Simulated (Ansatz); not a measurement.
Method: PBEsol, scalar-relativistic; no spin polarisation; PAW, 420 eV, 8×8×8 k-mesh, Gaussian smearing of 0.05 eV; code Ansatz. The datasets are Ansatz's generated set soft_2.

A compound YX has these computed properties.

```yaml
Space_group: Pm-3m (No. 221)
Conventional_cell: a = 3.546 Å, b = 3.546 Å, c = 3.546 Å, α = 90.00°, β = 90.00°, γ = 90.00°
Volume: 22.30 Å³/atom
Band_gap: zero (metallic)
Density_of_states_at_the_Fermi_level: 0.50 states/(eV·atom)
Formation_energy_from_the_elements_0_K_uncorrected: -0.87 eV/atom
Bulk_modulus_Birch–Murnaghan: 96 GPa
```

Sites: Y on 1a, X on 1b.

Question: Which element is X?
A. Hg
B. Au
C. Pt
D. Ir

Answer: B. X is Au, so the compound is YAu.

The start was a prototype's sites filled with these elements; the Crystallography Open Database holds the compound in this structure.

These numbers lack spin–orbit coupling.
